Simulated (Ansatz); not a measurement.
The start is a relaxed Y3Ge cell shaken by Gaussian noise of σ = 0.08 Å a coordinate. Cell shape, volume and atoms are optimised at zero target pressure with r2SCAN (plane waves to 500 eV, PAW, scalar-relativistic; Ansatz, a program for electronic structure). The first steps use a coarse 4×4×4 k-mesh.

The start:
```
CELL_PARAMETERS angstrom
      5.97071     0.00000     0.00000
      0.00000     5.97071     0.00000
      0.00000     0.00000     5.97071
ATOMIC_POSITIONS crystal
  Y  0.23128 0.99753 0.47529
  Y  0.75653 0.98294 0.49895
  Y  0.96020 0.50541 0.26788
  Y  0.00542 0.49199 0.72562
  Y  0.51508 0.21994 0.99082
  Y  0.48579 0.74589 0.02432
  Ge 0.98627 0.99988 0.00260
  Ge 0.48547 0.49725 0.50613
```

Q: How much energy is released per atom?

A: 0.07 eV/atom.

Q: How does the volume change?

A: +1.7 %, from 26.61 to 27.05 Å³/atom.

Q: Does it find its way back to the structure it was made from?

A: It does not go back: it reaches C2/c (No. 15), 0.01 eV/atom below the parent.

Q: How do the shortest distances between atoms change?

A: The closest pairs of elements (up to four, under 3.6 Å), start → end: Y–Y 2.75 → 3.05 Å; Ge–Y 3.11 → 3.02 Å.

Q: What band gap does the relaxed structure have at this level?

A: Zero (metallic).

Q: Write out the relaxed structure.

A: 
Space group C2/c (No. 15); a = 8.945 Å, b = 7.835 Å, c = 6.177 Å, α = γ = 90.00°, β = 90.82°

```
atom  site  symmetry       x       y       z
----  ----  --------  ------  ------  ------
Y       4e         2  0.0000  0.0458  0.7500
Y       8f         1  0.1401  0.3892  0.0647
Ge      4d        -1  0.2500  0.2500  0.5000
```
(The calculation used a cell of 8 atoms; values per cell refer to that cell.)

Final values are on a 8×8×8 k-mesh of the relaxed cell. The start holds a very short contact (Y–Y 2.75 Å). No spin polarisation in the result.

The relaxed structure here is a generated cell of Y3Ge: the first start was made by placing the elements on the sites of a structure type, and the end was not matched to a known phase here, so it may be hypothetical.
